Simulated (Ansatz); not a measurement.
Starting cell, W$_{3}$N$_{4}$ (space group Pm-3m):

```
W3N4
1.0
    8.43089     0.00000     0.00000
    4.21545     4.21545     0.00000
    4.21545     0.00000     4.21545
N W
8 6
Direct
  0.75000   0.50000   0.50000
  0.25000   0.50000   0.50000
  0.25000   0.00000   0.00000
  0.75000   0.00000   0.00000
  0.75000   0.50000   0.00000
  0.25000   0.50000   0.00000
  0.75000   0.00000   0.50000
  0.25000   0.00000   0.50000
  0.00000   0.50000   0.00000
  0.50000   0.50000   0.00000
  0.50000   0.50000   0.50000
  0.00000   0.50000   0.50000
  0.00000   0.00000   0.50000
  0.50000   0.00000   0.50000
```

The atoms are displaced by Q × the pattern below (from a DFPT mode at R = (0.5, 0.5, 0.5), largest move 1; Q in Å), at fixed cell. It is one choice among 3 degenerate patterns. (q is in reciprocal vectors of the primitive cell; the cell shown is doubled to hold the pattern.)

| atom | x | y | z |
|---|---|---|---|
| W9 | 0.000 | 1.000 | 0.000 |
| W10 | 0.000 | -1.000 | 0.000 |
| W13 | 0.000 | 0.000 | 1.000 |
| W14 | 0.000 | 0.000 | -1.000 |

Atoms not listed stay in place.

Level of theory: PBE (plane waves to 420 eV, PAW, scalar-relativistic; Ansatz, an electronic-structure program). k mesh 11×11×11 (Γ-centred), Fermi-Dirac smearing 0.05 eV. E stands for the smeared free energy. With partly filled bands, energies and forces of such displacements shift with the k mesh and the smearing. Spin-orbit coupling is left out, though W is heavy. W3N4 is run without spin polarisation. W3N4 was relaxed with its symmetry unable to fall. The zero of ΔE is the undisplaced structure. The last digit holds for this mesh only.

```tsv
Q (Å)	ΔE (meV/cell)
-0.1000	453.2
-0.0833	307.9
-0.0667	191.9
-0.0500	104.2
-0.0333	withheld
-0.0167	10.3
0.0000	0.0
0.0167	10.3
0.0333	withheld
0.0500	104.2
0.0667	191.9
0.0833	307.9
0.1000	453.2
```

Problem. Fit an even polynomial form (powers 2, 4, 6) to the given rows and predict ΔE at Q = -0.0333.

Solution. Least squares on the 11 given rows: ΔE = (39440)·Q² + (1003000)·Q⁴ + (-4.150e7)·Q⁶, in meV/cell with Q in Å; root-mean-square residual 0.36 meV/cell. At -0.0333 the fit gives 44.9 meV/cell; the calculation gives 44.0 meV/cell, so the interpolation is off by 0.9 (+2.0 %). The quadratic term alone would give 43.7 meV/cell.

(A displaced cell: forces are minus the slopes of the energy, force constants its curvatures, and phonons follow from these.)
